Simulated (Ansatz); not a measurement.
Polymorphs of GaSb, each relaxed with PBE (plane waves, PAW; program Ansatz):

A: NiAs type (P6_3/mmc), a = b = 3.947 Å, c = 7.257 Å, α = β = 90.00°, γ = 120.00°

B: P6_422, a = b = 4.420 Å, c = 9.594 Å, α = β = 90.00°, γ = 120.00°

C: CsCl type (Pm-3m), a = 3.6148 Å, b = 3.6148 Å, c = 3.6148 Å, α = 90.00°, β = 90.00°, γ = 90.00°

D: rock salt (Fm-3m), a = 5.798 Å, b = 5.798 Å, c = 5.798 Å, α = 90.00°, β = 90.00°, γ = 90.00°

E: zinc blende (F-43m), a = b = c = 6.214 Å, α = β = γ = 90.00°

### Question
Put the candidates in order of energy per atom at 0 K, lowest first, for PBE.

### Answer
E (+0 meV/atom), B (+142 meV/atom), D (+211 meV/atom), A (+224 meV/atom), C (+302 meV/atom)

Constructed cells (a structure type filled with these elements, in neither database checked): C. Typed or built starts, not in the databases checked: A; B; D. Not the usual ambient phase: A; B; C; D. All cells were relaxed under the symmetry of their starts (and spin orders); stability against distortions was not tested throughout. Spin–orbit coupling is left out wherever it is not named.

Energies hold the estimated change up to a 700 eV cutoff; steps of a few meV lie near the error of the meshes.

Potentials: the earlier of the program's two PAW sets.
